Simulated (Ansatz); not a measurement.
# Li2Sn, before and after

The cell of Li2Sn is invented: close-packed layers stacked ABC (P-3m1, No. 164) (elements of the layers in order: Li Li Sn). Its size is a rough estimate.

POSCAR.start

```
Li Sn
1.0
     3.39110    0.00000    0.00000
    -1.69555    2.93678    0.00000
     0.00000    0.00000    7.19175
Li Sn
2 1
Cartesian
  0.0000 1.9579 5.9931
  1.6956 0.9789 1.1986
  0.0000 0.0000 3.5959
```

The calculation used DFT PBE, scalar-relativistic, plane waves, PAW in Ansatz. Cutoff 420 eV, Gaussian smearing, Γ-centred meshes. Cell and atoms relax on a converged mesh. In metals the finer mesh still leaves noise of several meV/atom or more. The steps can't lower the symmetry of their start. No spin polarisation.

POSCAR.end

```
Li Sn
1.0
     3.25508    0.00000    0.00000
    -1.62754    2.81898    0.00000
     0.00000    0.00000    7.18172
Li Sn
2 1
Direct
  0.33333 0.66667 0.81691
  0.66667 0.33333 0.18309
  0.00000 0.00000 0.50000
```

The symmetry stays P-3m1 (No. 164). The volume per atom shrinks by 8.0 %, from 23.9 to 22.0 Å³. The shortest distance goes from 3.10 Å (Li–Sn and Li–Li) to 2.95 Å (Li–Sn).

| Quantity | Value |
| --- | --- |
| Volume per atom | 21.97 Å³ |
| Density | 3.34 g/cm³ |
| Energy over the elements | −0.18 eV/atom |
| Gap on the 18×18×8 mesh of the 3-atom cell | 0 eV (a metal) |

Energies over the elements count from the elements' standard structures at the same level, with no fitted energy shifts. The references include grey tin. It lies below the elements, which doesn't yet make it stable against other compounds or structures.

The last run used Gaussian smearing of 0.10 eV. Symmetry constrained the relaxation, so the result can be a saddle point. In all, the 3 runs took 5 min on 1 thread of Intel(R) Xeon(R) Processor @ 2.50GHz (Skylake/Cascade Lake) (shared host).
